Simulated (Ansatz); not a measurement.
HfOs:
```
HfOs
1.0
    3.20027     0.00000     0.00000
    0.00000     3.20027     0.00000
    0.00000     0.00000     3.20027
Hf Os
1 1
Direct
  0.00000   0.00000   0.00000
  0.50000   0.50000   0.50000
```

Relaxed with LDA. Special points in fractions of this cell's reciprocal vectors: Γ (0.000, 0.000, 0.000); X (0.000, 0.500, 0.000); M (0.500, 0.500, 0.000); R (0.500, 0.500, 0.500).

List the band energies nearest the Fermi level at these points for DFT-LDA in the program Ansatz with PAW potentials.

In eV from the Fermi level; about four levels below and three above (degenerate sets whole), none deeper than 8.9 eV; points with the same levels are listed once.

| k | below | above |
|---|---|---|
| Γ | -5.55 -5.55 -1.61 -1.61 -1.61 | 2.57 2.57 6.30 6.30 6.30 |
| X | -1.73 -1.73 -1.08 -0.60 | 1.19 1.35 1.35 |
| M | -6.09 -5.74 -3.48 -3.48 | 0.58 0.75 1.11 1.11 |
| R | -3.19 -3.19 -3.19 -2.09 -2.09 -2.09 | 0.69 0.69 4.52 |

Space group Pm-3m (CsCl type). The first step of the workflow began from a Materials Project structure, measured or hypothetical; the Crystallography Open Database files this formula in space group No. 221, but the cells were not matched. Whether it is the stable phase at ambient conditions was not checked. Symmetry was held in the LDA relaxation; of distortions, only those at the zone centre were tested. No spin polarisation was allowed. Scalar-relativistic: spin–orbit coupling is off unless named, which matters more the heavier the elements.

Potentials: the later of the program's two PAW sets.
